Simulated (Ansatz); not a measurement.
Notes on TiGe

```
Ge Ti
1.0
     1.76638    3.05946    0.00000
    -1.76638    3.05946    0.00000
     0.00000    0.00000   11.90495
Ge Ti
4 4
Direct
  0.00000 0.00000 0.00000
  0.00000 0.00000 0.50000
  0.33330 0.33340 0.75000
  0.66660 0.66670 0.25000
  0.33330 0.33340 0.12500
  0.66660 0.66670 0.62500
  0.33330 0.33340 0.37500
  0.66670 0.66670 0.87500
```

Level: r2SCAN, no spin polarisation; 500 eV; 11×11×3 Γ-centred mesh; methfessel-paxton occupations (width 0.071 eV); Ansatz 0.2.0, fixed geometry.

Question: Which atom feels the largest force, and which way?

Answer: The largest is on Ti5 (and as large on other atoms): 1.06 eV/Å, components (0.00, 0.00, -1.06). It makes 126° with the line to a nearest neighbour, Ge4 at 2.52 Å.

Question: What is the formation energy?

Answer: -0.46 eV an atom against the elements' usual phases (free molecules for gases, crystals otherwise, with no correction for O₂ or N₂), so it is bound against them; other compounds may still compete. Relaxing would lower it.

Question: What happens at the Fermi level?

Answer: It is a metal, with about 1.8 states/eV a cell as the mean within 0.25 eV of the Fermi level, mostly Ti d (75 %) and Ge p (22 %).

Question: Describe some of the short contacts.

Answer: Ge–Ti at 2.52 Å: least valence density 0.36 e/Å³ and ELF 0.35 there. Ti–Ti at 2.98 Å: least valence density 0.24 e/Å³ and ELF 0.41 there. Both are smooth PAW fields, read partly inside the augmentation spheres.

Question: Give the Bader charges.

Answer: Bader charges in e: Ti +1.31, Ge -1.36 to -1.25. In the mean Ti gives up most and Ge takes most.

Origin: a known structure type with other elements, at an estimated volume, so it need not be a known compound.
